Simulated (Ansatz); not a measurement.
The calculation used DFT PBE, scalar-relativistic, plane waves, PAW in Ansatz. Settings of the last relaxation (10-atom cell): 420 eV, 10×10×10 k points, Gaussian smearing of 0.02 eV, no spin polarisation.

Energies over the elements count from the elements' standard structures at the same level, with no fitted energy shifts.

Question: Suggest a trial structure for a tetragonal semiconductor made of S, Se and Zn, with a gap near 1.4 eV, a formation energy near −0.75 eV/atom and a density near 4.71 g/cm³, in a cell of 10 atoms.

Answer: Zn5Se3S2, space group I-4m2 (No. 119). Zn on a site of symmetry 2mm is surrounded by 2 S at 2.38 Å and 2 Se at 2.47 Å; around Zn on a second site of symmetry 2mm lie 4 Se at 2.47 Å; Se on a site of symmetry 2mm is surrounded by 4 Zn at 2.47 Å; S is surrounded by 4 Zn at 2.38 Å; 2 more sites not described.

```cif
data_structure
_symmetry_space_group_name_H-M 'P 1'
_symmetry_Int_Tables_number 1
_cell_length_a 14.3103
_cell_length_b 14.3103
_cell_length_c 14.3103
_cell_angle_alpha 164.042
_cell_angle_beta 164.042
_cell_angle_gamma 22.642
_cell_volume 221.47
loop_
_atom_site_label
_atom_site_type_symbol
_atom_site_fract_x
_atom_site_fract_y
_atom_site_fract_z
_atom_site_occupancy
Zn1 Zn 0.59352 0.59352 0.00000 1
Zn2 Zn 0.19779 0.19779 0.00000 1
Zn3 Zn 0.80221 0.80221 0.00000 1
Zn4 Zn 0.40648 0.40648 0.00000 1
Zn5 Zn 0.00000 0.00000 0.00000 1
Se1 Se 0.14569 0.64569 0.50000 1
Se2 Se 0.75000 0.25000 0.50000 1
Se3 Se 0.35431 0.85431 0.50000 1
S1 S 0.95326 0.45326 0.50000 1
S2 S 0.54674 0.04674 0.50000 1
```

| Property | Result |
| --- | --- |
| Volume per atom | 22.15 Å³ |
| Density | 4.71 g/cm³ |
| Energy over the elements | −0.749 eV/atom |
| Gap on the 10×10×10 mesh of the 10-atom cell | 1.39 eV |

The structure comes from a generated guess, relaxed at this level; another structure or a mixture of phases may lie lower. Other answers may fit too; this one was computed.

Kohn–Sham gaps at this level usually fall short of measured ones. The reference forms of S and Se are held partly by dispersion forces, which this level lacks. A later test with randomly moved atoms came back to the same energy, though modes that don't fit the test's cell weren't probed.
